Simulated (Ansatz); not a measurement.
# Contact densities of Zr against volume

```xyz
2
Lattice="3.2320 0.0000 0.0000 -1.6160 2.7990 0.0000 0.0000 0.0000 5.1470" Properties=species:S:1:pos:R:3 pbc="T T T"
Zr    0.0000    1.8660    1.2868
Zr    1.6160    0.9330    3.8603
```

Atoms are numbered in the order listed.

The cell comes from COD entry 9008523, which wasn't checked; take it as a given geometry.

All numbers below come from DFT, PBEsol, all-electron PAW with datasets made for the crystal, scalar-relativistic in Ansatz 0.2.0.

Sampling and basis: a Γ-centred 13×13×7 k mesh, Fermi–Dirac smearing of 0.08 eV, cutoff 240 eV (chosen by the program for this cell), no spin polarisation.

The contact density is the mean electron density over the nuclear volume; its changes follow the s electrons' response to bonding and compression. Changes below are taken from the unscaled cell, where it is 489793 e/Å³ at Zr1.

Volumes at which the program chose other datasets or cutoffs are left out.

```tsv
V/V(cell)	P (GPa)	Δρ(0) Zr1 (e/Å³)
0.9400	2.8	2.10
0.9500	1.7	1.74
0.9600	0.6	?
0.9800	-1.4	0.69
0.9900	-2.3	?
1.0000	-3.3	0.00
1.0100	-4.1	-0.33
1.0200	-4.9	?
```

Q: Give the missing entry: row "0.9900", column "Δρ(0) Zr1 (e/Å³)".

A: 0.35.

Q: Give the missing entry: row "1.0200", column "Δρ(0) Zr1 (e/Å³)".

A: -0.65.

Q: Give the missing entry: row "0.9600", column "Δρ(0) Zr1 (e/Å³)".

A: 1.38.

The datasets are made afresh for each cell, so very small changes are uncertain.
